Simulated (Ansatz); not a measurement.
**SiO2 — 17O NMR of the central transition**

Cell: an entry of the Crystallography Open Database (COD), ions relaxed with PBE at fixed cell.

Space group P4_12_12 (No. 92); a = 4.9717, c = 6.9223 Å.

```csv
site,Wyckoff,site symmetry,x,y,z
Si,4a,..2,0.3054,0.3054,0.0000
O,8b,1,0.2367,0.1168,0.1854
```

One atom of each set is listed.

Level of theory: DFT, r2SCAN, plane waves and PAW (field gradients read without the response of the frozen cores, which leaves them typically 4 to 6 % off), scalar-relativistic, 500 eV cutoff, Γ-centred 5×5×4 k-points, Fermi–Dirac smearing 0.02 eV (Ansatz 0.2.0).

17O has I = 5/2 and Q = -25.58 mb (Pyykkö 2018); at 16.4 T its Larmor frequency is ν₀ = 94.7 MHz. Only the quadrupole interaction is simulated: positions count from each site's isotropic chemical shift, and J coupling is left out, as are shift anisotropy and dipolar coupling, which fast spinning averages.

Problem. Simulate the second-order pattern (fast magic-angle spinning, Gaussian broadening 0.1 kHz) of site O (2 Si at 1.62–1.63 Å, angle 143°).

Solution. The calculation gives C_Q = -5.97 MHz and η = 0.20, so ν_Q = 0.896 MHz and the centre of gravity lies at -24.2 ppm (-2.29 kHz).

offset (kHz), height and a bar:
```
   -5.958          0 
   -5.810          0 
   -5.662          5 #
   -5.514          7 ##
   -5.366          7 ##
   -5.218          7 ##
   -5.070          7 ##
   -4.922          8 ##
   -4.774          8 ##
   -4.626          8 ##
   -4.478          8 ##
   -4.330          8 ###
   -4.182          9 ###
   -4.034          9 ###
   -3.886         23 #######
   -3.738         46 ##############
   -3.590         54 ################
   -3.442         71 #####################
   -3.294         96 #############################
   -3.146         71 #####################
   -2.998         61 ##################
   -2.850         56 #################
   -2.702         54 ################
   -2.554         52 ################
   -2.406         52 ###############
   -2.259         52 ###############
   -2.111         52 ################
   -1.963         54 ################
   -1.815         56 #################
   -1.667         59 ##################
   -1.519         65 ###################
   -1.371         74 ######################
   -1.223        100 ##############################
   -1.075         98 #############################
   -0.927         74 ######################
   -0.779         65 ###################
   -0.631         57 #################
   -0.483         15 #####
   -0.335          0 
   -0.187          0
```

At O V_zz runs parallel to the line that joins its two neighbours (within 1°).

The largest force is 0.3 eV/Å, so the atoms aren't at the calculated equilibrium and relaxing them would move these values.

Hardware: 1 thread of Intel Xeon Platinum 8259CL CPU @ 2.50GHz (Skylake/Cascade Lake) (x86_64; 8 cores open to the job, memory cap 3.0 GiB, no GPU), a shared host with a load of 0.4 a core. Wall time 31 s, CPU time 31 s, peak memory 0.75 GiB.
